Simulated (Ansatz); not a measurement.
La$_{2}$O$_{3}$:
```xyz
5
Lattice="3.9060 0.0000 0.0000 -1.9530 3.3827 0.0000 0.0000 0.0000 6.0403" Properties=species:S:1:pos:R:3 pbc="T T T"
La     0.0000     2.2552     1.4821
La     1.9530     1.1276     4.5582
O      0.0000     0.0000     0.0000
O      0.0000     2.2552     3.9021
O      1.9530     1.1276     2.1382
```

Relaxed with PBEsol. Special points in fractions of this cell's reciprocal vectors: Γ (0.000, 0.000, 0.000); M (0.500, 0.000, 0.000); K (0.333, 0.333, 0.000); A (0.000, 0.000, 0.500); L (0.500, 0.000, 0.500); H (0.333, 0.333, 0.500).

Q: List the band energies nearest the valence-band maximum at these points for PBEsol with spin–orbit coupling in the plane-wave PAW code Ansatz.

A: In eV from the valence-band maximum; about four levels below and three above (degenerate sets whole), none deeper than 8.9 eV; points with the same levels are listed once.

| k | below | above |
|---|---|---|
| Γ | -0.42 -0.42 -0.17 -0.17 | 4.24 4.24 4.52 4.52 |
| M | -0.44 -0.44 -0.30 -0.30 | 3.78 3.78 4.70 4.70 |
| K | -0.87 -0.87 -0.09 -0.09 | 3.76 3.76 4.72 4.72 |
| A | -0.40 -0.40 -0.29 -0.29 | 4.67 4.67 4.69 4.69 4.69 4.69 |
| L | -0.39 -0.39 0.00 0.00 | 4.39 4.39 4.59 4.59 |
| H | -0.30 -0.30 -0.19 -0.19 | 4.19 4.19 4.82 4.82 |

Space group P-3m1 (La2O3 or Ni2Al3 type). The cell was relaxed with PBEsol under the symmetry of its start.

Potentials: the later of the program's two PAW sets.
